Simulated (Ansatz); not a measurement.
## Stability checks on a candidate for MoRu₂

The structure comes from a generated guess, relaxed at this level; another structure or a mixture of phases may lie lower.

Method: DFT PBE, scalar-relativistic, plane waves, PAW in Ansatz. Settings of the last relaxation (6-atom cell): 420 eV, 12×12×8 k points, Gaussian smearing of 0.10 eV, no spin polarisation.

```xyz
6
Lattice="4.7811 0.0000 0.0000 -2.3905 4.1406 0.0000 0.0000 0.0000 4.3737" Properties=species:S:1:pos:R:3 pbc="T T T"
Mo    2.3905    1.3802    0.0000
Mo    0.0000    2.7604    0.0000
Ru    0.0000    0.0000    0.0000
Ru   -0.7908    1.3698    2.1868
Ru    1.5997    2.7708    2.1868
Ru    1.5817    0.0000    2.1868
```

Formation energies are uncorrected and refer to the elements' standard structures at the same level.

Question: These tests were run: energy against the elements; phonons on a 2×2×2 q mesh; elastic tensor. What do they show?

Answer:

```
                       test                         result
energy against the elements                  +0.01 eV/atom
  phonons on a 2×2×2 q mesh  no imaginary mode on the mesh
             elastic tensor       least eigenvalue 129 GPa
```

It fails none of these tests outright. Whether a mixture of other phases lies lower isn't tested here. Undecided within the accuracy: energy against the elements.

The k mesh leaves some 4 meV/atom of noise in the energy of each metallic cell. The run for the phonons used a 12×12×8 k mesh and Fermi–Dirac smearing of 0.15 eV. The run for the elastic tensor used a 12×12×8 k mesh and Fermi–Dirac smearing of 0.15 eV.
